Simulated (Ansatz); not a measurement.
**Random displacements in Si₂W**

Computed with DFT PBEsol, scalar-relativistic, plane waves, PAW in Ansatz. The runs took a 420 eV cutoff, a Γ-centred 12×12×6 mesh and Gaussian smearing (0.15 eV). Spin–orbit coupling is left out, which can shift energies with elements as heavy as these. No spin polarisation. Energies are free energies at this smearing, counted from the undisturbed cell; pressure is positive in compression.

The starting cell (relaxed at this level; this form isn't the usual structure):

```yaml
crystal:
  lattice:
    - [4.57609, 0.00000, 0.00000]
    - [-2.28804, 3.96301, 0.00000]
    - [0.00000, 0.00000, 6.60331]
  atoms:
    - { symbol: Si, position: [0.83618, 0.67236, 0.50000] }
    - { symbol: Si, position: [0.16382, 0.83618, 0.83333] }
    - { symbol: Si, position: [0.67236, 0.83618, 0.16667] }
    - { symbol: Si, position: [0.16382, 0.32764, 0.50000] }
    - { symbol: Si, position: [0.83618, 0.16382, 0.83333] }
    - { symbol: Si, position: [0.32764, 0.16382, 0.16667] }
    - { symbol: W, position: [0.00000, 0.50000, 0.16667] }
    - { symbol: W, position: [0.50000, 0.50000, 0.83333] }
    - { symbol: W, position: [0.50000, 0.00000, 0.50000] }
```

The atoms are displaced (Å, in the unstrained cell):

```csv
atom,ux,uy,uz
Si1,-0.087,-0.065,-0.261
Si2,-0.095,-0.052,0.076
Si3,-0.002,-0.042,0.081
Si4,0.134,0.055,0.097
Si5,0.053,-0.106,-0.088
Si6,0.003,0.153,0.086
W7,-0.052,0.112,-0.075
W8,0.084,-0.146,-0.048
W9,-0.037,0.091,0.131
```

The cell is not strained.

(1) What are the energy change, the stress and the forces?

## Answers

(1) ΔE = 248.0 meV/atom; stress (xx, yy, zz, yz, xz, xy; compression positive) (7.29, 5.72, 11.56, -1.84, 1.96, -0.13) GPa.
```
atom Fx (eV/Å) Fy Fz
 Si1       1.46   1.14   3.99
 Si2       0.84   0.56  -1.52
 Si3      -1.54   2.13  -2.10
 Si4      -2.84  -0.36  -1.20
 Si5       0.07   0.53   1.55
 Si6      -0.20  -1.50  -0.97
  W7       2.27  -2.44   1.55
  W8      -1.22   2.75   2.13
  W9       1.17  -2.80  -3.42
```

Cost: 1 run of about 2.6 core-minutes, on Intel Xeon Platinum 8175M (Skylake/Cascade Lake) (shared hosts).